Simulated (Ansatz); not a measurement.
**WC**

Method: r²SCAN, scalar-relativistic; no spin polarisation; PAW, 500 eV, Γ-centred 14×14×12 mesh, 0.05 eV Gaussian smearing; code Ansatz. The datasets are Ansatz's generated set soft_2.

```xyz
2
Lattice="2.9119 0.0000 0.0000 -1.4559 2.5218 0.0000 0.0000 0.0000 2.8369" Properties=species:S:1:pos:R:3 pbc="T T T"
W     0.0000    0.0000    0.0000
C     1.4559    0.8406    1.4185
```

The chain of runs began from a measured cell (COD), expanded in volume.

The run above is the reference. The same cell was run again with other input settings; several of them aren't fit for production, so the rows show the settings' effect and aren't properties of the material.

```tsv
keys changed	outcome	ΔE (meV/atom)	P (GPa)	gap on the mesh (eV)	cell moment (μB)	largest force component (eV/Å)	SCF iterations	rough core-seconds	new warnings
none (reference)	converged	0.0	0.0	metal	–	0.000	–	–	–
hamiltonian.xc: "r2scan" → "pbesol"; kpoints.mp_grid.grid: [14, 14, 12] → [11, 11, 10]	converged	–	-4.8	metal	–	0.000	6	3	–
scf.mixing.preconditioner: "resta"; kpoints.mp_grid.grid: [14, 14, 12] → [11, 11, 10]	converged	-1.0	0.0	metal	–	0.000	6	6	–
scf.eigensolver.kind: "davidson"	converged	0.0	0.0	metal	–	0.000	6	10	–
scf.initial_density.chi_scale: 0.1	converged	0.0	0.0	metal	–	0.000	8	12	–
```

These changes also left energy (to 0.1 meV/atom), pressure, gap, moment and forces as in the reference: scf.occupations.width: 0.05 → null; scf.occupations.method: "gaussian" → "tetrahedron"; scf.initial_density.chi_scale: 0.3 | scf.occupations.width: 0.05 → 0.025 | scf.occupations.width: 0.05 → null; scf.occupations.method: "gaussian" → "tetrahedron" | scf.algorithm: "density_mixing".

ΔE is the energy with the smearing extrapolated to zero. It is left out where the change alters the Hamiltonian or the spin treatment. The varied runs start from atomic densities (corrected by the program's trained start where that serves), with the default search for lower states unless a row changes it.

What happens with these changes: hamiltonian.hubbard: {"sites": [{"species": "W", "l": "d", "u_eff": 4.0}], "double_counting": "fll"}; kpoints.mp_grid.grid: [14, 14, 12] → [7, 7, 6]?

outcome converged, P (GPa) 0.9, gap on the mesh (eV) metal, largest force component (eV/Å) 0.000, SCF iterations 9, rough core-seconds 5, new warnings filled band counts differ across k points.

Changing scf.eigensolver.kind only steers the path to self-consistency, so the energy stays within 0.5 meV/atom.

Changing scf.initial_density.chi_scale only steers the path to self-consistency, so the energy stays within 0.5 meV/atom.

Changing scf.algorithm only steers the path to self-consistency, so the energy stays within 0.5 meV/atom.

Of the reference: Scalar-relativistic only: spin–orbit splittings of the heavy atoms' levels are missing.
